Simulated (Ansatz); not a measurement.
Relaxed-ion elastic tensor of ZrMo (CsCl type, space group No. 221) in GPa (Voigt order), plane-wave PAW PBEsol (Ansatz code); density 8.65 g/cm³, 17.96 Å³ per atom.

|  | 1 | 2 | 3 | 4 | 5 | 6 |
|---|---|---|---|---|---|---|
| 1 | 226 | 130 | 130 | 0.0 | 0.0 | 0.0 |
| 2 | 130 | 226 | 130 | 0.0 | 0.0 | 0.0 |
| 3 | 130 | 130 | 226 | 0.0 | 0.0 | 0.0 |
| 4 | 0.0 | 0.0 | 0.0 | 13.8 | 0.0 | 0.0 |
| 5 | 0.0 | 0.0 | 0.0 | 0.0 | 13.8 | 0.0 |
| 6 | 0.0 | 0.0 | 0.0 | 0.0 | 0.0 | 13.8 |

Problem. Is the crystal mechanically stable?

Solution. Yes: the smallest eigenvalue of C is 13.8 GPa.

Problem. Work out the Voigt, Reuss and Hill averages.

Solution. K_V = 162, K_R = 162, K_H = 162; G_V = 27.4, G_R = 19.3, G_H = 23.3 GPa.

Problem. Give Young's modulus, Poisson's ratio, Pugh's ratio and the universal anisotropy index.

Solution. E = 9KG/(3K + G) = 66.8 GPa; ν = 0.43; K/G = 6.96 (ductile by the Pugh limit of 1.75); A_U = 5G_V/G_R + K_V/K_R − 6 = 2.10.

Problem. Estimate the sound speeds and the Debye temperature.

Solution. v_l = √((K + 4G/3)/ρ) = 4730 m/s, v_t = √(G/ρ) = 1640 m/s, mean 1870 m/s; Θ = (h/k)(3n/4πV)^(1/3) v_m = 212 K.

Problem. Give the Zener ratio and Young's modulus along [100], [110] and [111].

Solution. A = 2C44/(C11 − C12) = 0.29; 1/E = S11 − 2(S11 − S12 − S44/2)Γ with Γ = 0, 1/4, 1/3 gives 130, 48.6, 40.2 GPa.

Problem. Solve the Christoffel equation for the three sound speeds along [100], [110], [111].

Solution. Eigenvalues of C_ijkl n_j n_l equal ρv². In km/s, slowest first: [100] 1.26, 1.26, 5.11; [110] 1.26, 2.35, 4.71; [111] 2.05, 2.05, 4.57.

Space group Pm-3m (CsCl type). The start of the workflow was typed in or built on a structure type; neither database checked (COD, Materials Project) lists it. Its standing as an ambient phase is unchecked. The cell was relaxed with PBEsol under the symmetry of its start; whether a distortion lowers the energy is not shown. No spin polarisation was allowed. As this level gives no gap, shear constants depend on the k-mesh and smearing (Fermi–Dirac, 0.1 eV here). On the denser mesh and wider smearing of the elastic run this cell carries a stress of 0.4 GPa.

Potentials: the later of the program's two PAW sets.
